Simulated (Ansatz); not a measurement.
# BiPd: frozen-core PAW against all-electron methods

```xyz
4
Lattice="4.2300 0.0000 0.0000 -2.1150 3.6633 0.0000 0.0000 0.0000 5.5762" Properties=species:S:1:pos:R:3 pbc="T T T"
Bi    0.0000    2.4422    1.3941
Bi    2.1150    1.2211    4.1822
Pd    0.0000    0.0000    0.0000
Pd    0.0000    0.0000    2.7881
```

Atoms are numbered in the order listed.

The cell is COD entry 9004224, as deposited and not checked against the literature; nothing was relaxed. The listed cell was then made from it by scaling, straining or moving an atom.

Spin polarisation is left out, and whether a magnetic state lies lower isn't shown here.

No spin–orbit coupling, which matters for the heavy atoms here.

Levels of theory: DFT, PBEsol, PAW with Ansatz's default frozen-core files, scalar-relativistic (Ansatz 0.2.0); DFT, PBEsol, all-electron PAW with datasets made for the crystal, scalar-relativistic (Ansatz 0.2.0); DFT, PBEsol, all-electron LAPW, scalar-relativistic (Ansatz 0.2.0).

For PAW: a Γ-centred 9×9×6 k mesh, Fermi–Dirac smearing of 0.03 eV, cutoff 420 eV, no spin polarisation; the PAW files were made with PBE, and the program remakes their frozen cores for this functional. The crystal-made all-electron datasets (AE datasets) take a cutoff of 260 eV at this cell. LAPW targets a basis error of 0.5 meV/atom. The Ansatz runs share mesh, smearing and spin set-up. Plane-wave (PAW) pressures include the program's estimate of the Pulay term.

Stress and pressure are positive in compression.

No spin–orbit coupling: at heavy atoms the gradients can be off by tens of per cent for that reason.

In a metal, gradients converge slowly with the k mesh: the values move by tens of per cent from one mesh to another, at times in sign, so only the comparison on one mesh counts.

| quantity | PAW | AE datasets | LAPW |
| --- | --- | --- | --- |
| pressure (GPa) | 2.41 | 2.42 | 2.42 |
| stress xx (GPa) | 2.38 | 2.39 | 2.38 |
| stress zz (GPa) | 2.49 | 2.49 | 2.49 |
| largest principal field gradient Vzz at Bi1 (10²¹ V/m²) | ? | 10.14 | – |
| largest principal field gradient Vzz at Pd3 (10²¹ V/m²) | -5.64 | ? | – |

Q: Give the missing entry: row "largest principal field gradient Vzz at Bi1 (10²¹ V/m²)", column "PAW".

A: 10.05.

Q: What belongs in the row "largest principal field gradient Vzz at Pd3 (10²¹ V/m²)", column "AE datasets"?

A: -5.52.
